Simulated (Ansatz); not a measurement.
A distorted cell of Ca (fcc, Cu type):

```
CELL_PARAMETERS angstrom
      5.56846     0.00000     0.00000
      0.00000     5.56846     0.00000
      0.00000     0.00000     5.56846
ATOMIC_POSITIONS crystal
  Ca 0.00000 0.00000 0.00000
  Ca 0.58254 0.58254 0.88327
  Ca 0.50000 0.00000 0.50000
  Ca 0.00000 0.50000 0.50000
```

The numbers are results of r2SCAN (plane waves to 500 eV, PAW, scalar-relativistic; Ansatz, a first-principles code), not measurements. k mesh 7×7×7 (Γ-centred), Fermi-Dirac smearing 0.05 eV. Energies are smeared free energies. Stress and pressure are positive under compression. With partly filled bands, energies and forces of such displacements shift with the k mesh and the smearing. Ca was relaxed with its symmetry unable to fall.

**Question.** What forces act on the atoms (eV/Å, Cartesian)?

**Answer.** 
```json
[
 {"atom": "Ca1", "Fx": "0.532", "Fy": "0.532", "Fz": "0.000"},
 {"atom": "Ca2", "Fx": "-1.193", "Fy": "-1.193", "Fz": "1.648"},
 {"atom": "Ca3", "Fx": "-0.063", "Fy": "0.724", "Fz": "-0.824"},
 {"atom": "Ca4", "Fx": "0.724", "Fy": "-0.063", "Fz": "-0.824"}
]
```

**Question.** Give the stress tensor in GPa and the pressure.

**Answer.** 
```
    1.3      0.0     -0.3
    0.0      1.3     -0.3
   -0.3     -0.3      1.2
```
The pressure, a third of the trace, is 1.3 GPa.

**Question.** In it atom 2 sits (0.460, 0.460, -0.650) Å away from its relaxed site. What is its energy relative to the relaxed cell?

**Answer.** 1048 meV/cell.

(A displaced cell: forces are minus the slopes of the energy, force constants its curvatures, and phonons follow from these.)
